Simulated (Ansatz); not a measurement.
InP (zinc blende, F-43m), plane-wave PAW r²SCAN (Ansatz code), all energies at zero smearing, with the estimated change up to a 700 eV cutoff added, with one set of potentials and settings (totals compare only within such a set). Cell of 2 atoms (1 In, 1 P): -6371.801 eV.

| element | reference phase | E (eV/atom) |
|---|---|---|
| In | I4/mmm, 1 atoms in the cell | -5611.8812 |
| P | Cmce, 4 atoms in the cell | -759.1670 |

Formation energy per atom, worked out: (-6371.801 − 1×(-5611.8812) − 1×(-759.1670))/2 = -0.377 eV/atom (-36 kJ per mol of atoms), at 0 K, without zero-point energy or fitted corrections.

The cell was relaxed with r²SCAN under the symmetry of its start. The references are the lowest solids computed at this level, not always the standard phases.

Potentials: the earlier of the program's two PAW sets.
